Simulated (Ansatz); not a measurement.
LaGeO in space group P4/nmm (No. 129; La on 2c, Ge on 2a, O on 2c) at seven volumes, PBEsol (plane waves, PAW; program Ansatz), shape and atoms relaxed at each. One row is withheld.

| V (Å³/atom) | P (GPa) |
|---|---|
| 16.459 | 12.02 |
| 17.002 | ? |
| 17.544 | 3.32 |
| 18.087 | 0.00 |
| 18.630 | -2.75 |
| 19.172 | -5.01 |
| 19.715 | -6.82 |

**Question.** Fit the shown pressures and predict the withheld one.

**Answer.** Third-order Birch–Murnaghan: P = (3/2)B₀(x^(7/2) − x^(5/2))[1 + (3/4)(B′ − 4)(x − 1)] with x = (V₀/V)^(2/3). Least squares on the six rows gives V₀ = 18.087 Å³/atom, B₀ = 99.58 GPa, B′ = 5.24. At V = 17.002, x = 1.0421 and P = 7.25 GPa. The run itself gave 7.29 GPa.

The start of the workflow was typed in or built on a structure type; neither database checked (COD, Materials Project) lists it. Whether it is the stable phase at ambient conditions was not checked. The cell was relaxed with PBEsol under the symmetry of its start; phonons show weakly imaginary modes. Scalar-relativistic: spin–orbit coupling is off unless named, which matters more the heavier the elements.

Potentials: the earlier of the program's two PAW sets. The files were generated under PBE; for other functionals the program regenerates the frozen cores, and for LDA and PBEsol the local potential too.
